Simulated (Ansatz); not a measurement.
A relaxed cell of Re (P6₃/mmc (No. 194)), relaxed on a k-mesh at least as fine as the one used below. Method: r2SCAN (plane waves to 500 eV, PAW, scalar-relativistic; Ansatz, a quantum-chemistry and plane-wave program). Γ-centred k-mesh 13×13×7 on the run's cell (coarser than for final values), Fermi–Dirac smearing 0.05 eV.

```yaml
crystal:
  lattice:
    - [2.75784, 0.00000, 0.00000]
    - [-1.37892, 2.38836, 0.00000]
    - [0.00000, 0.00000, 4.46277]
  atoms:
    - { symbol: Re, position: [0.33333, 0.66667, 0.75000] }
    - { symbol: Re, position: [0.66667, 0.33333, 0.25000] }
```

The atoms are displaced by (Å):

| atom | ux | uy | uz |
|---|---|---|---|
| Re1 | 0.282 | 0.392 | -0.036 |
| Re2 | -0.554 | 0.015 | 0.045 |

Q: What forces (eV/Å) and pressure result?

A: 
```tsv
atom	Fx	Fy	Fz
Re1	0.85	0.62	1.20
Re2	-0.85	-0.62	-1.20
```

Pressure +9.6 GPa.

Q: Estimate the energy cost of the displacement in the harmonic approximation and compare with the calculation.

A: For a harmonic well ΔE = −½ Σ F·u = -0.423 eV a cell, or -211 meV/atom. The calculated energy relative to the undisplaced cell is +0.38 eV/atom, so anharmonic terms matter at this amplitude.

No spin polarisation in the result.

The run that gave the undisplaced cell could not lose the symmetry of its start; a randomly shaken copy of 2 atoms returns to this structure.
